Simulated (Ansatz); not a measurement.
Starting cell, WSi2 (MoSi2 type, space group I4/mmm):

```
WSi2
1.0
   -1.61458     1.61458     3.93362
    1.61458    -1.61458     3.93362
    1.61458     1.61458    -3.93362
W Si
1 2
Direct
  0.00000   0.00000   0.00000
  0.33458   0.33458   0.00000
  0.66542   0.66542   0.00000
```

In this cell atom 1 (W, nearest neighbour Si at 2.628 Å; its periodic images, 3.2 Å or more away, move with it) is moved by u·(0.707, 0.707, 0.000) + v·(0.000, 0.000, 1.000); the rest is frozen.

Level of theory: PBE (plane waves to 420 eV, PAW, scalar-relativistic; Ansatz, a first-principles code). k mesh 16×16×16 (Γ-centred), Fermi-Dirac smearing 0.05 eV. E stands for the smeared free energy. With partly filled bands, energies and forces of such displacements shift with the k mesh and the smearing. Spin-orbit coupling is left out, though W is heavy. WSi2 is run without spin polarisation. WSi2 was relaxed with its symmetry unable to fall. ΔE is measured from the undisplaced structure. Axes are in Å.

Question: What ΔE (meV/cell) does the calculation give at all points of the grid u = -0.390, -0.195, 0.000, 0.195, 0.390 by v = -0.390, -0.195, 0.000, 0.195, 0.390?

Answer: ΔE (meV/cell), with u across and v down:

```csv
v \ u,-0.390,-0.195,0.000,0.195,0.390
-0.390,2337,1416,1162,1416,2337
-0.195,1267,488,271,488,1267
0.000,929,202,0,202,929
0.195,1267,488,271,488,1267
0.390,2337,1416,1162,1416,2337
```

(A displaced cell: forces are minus the slopes of the energy, force constants its curvatures, and phonons follow from these.)
